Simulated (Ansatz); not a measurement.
Consider the following.

MoW:
```xyz
2
Lattice="3.1418 0.0000 0.0000 0.0000 3.1418 0.0000 0.0000 0.0000 3.1418" Properties=species:S:1:pos:R:3 pbc="T T T"
Mo     0.0000     0.0000     0.0000
W      1.5709     1.5709     1.5709
```

This is the PBEsol-relaxed structure.

### Question
All from DFT-PBEsol in the program Ansatz with PAW potentials, unless another level is named. Predict the Poisson's ratio.

### Answer
0.30.

### Question
Predict the highest zone-centre frequency.

### Answer
186 cm⁻¹.

Space group Pm-3m (CsCl type). The start of the workflow was typed in or built on a structure type; neither database checked (COD, Materials Project) lists it. Its standing as an ambient phase is unchecked. The cell was relaxed with PBEsol under the symmetry of its start; whether a distortion lowers the energy is not shown. The run is not spin-polarised. As this level gives no gap, phonon frequencies hold no LO–TO term and depend on the k-mesh and smearing (Fermi–Dirac, 0.1 eV here). Scalar-relativistic: spin–orbit coupling is off unless named, which matters more the heavier the elements.

Potentials: the later of the program's two PAW sets.
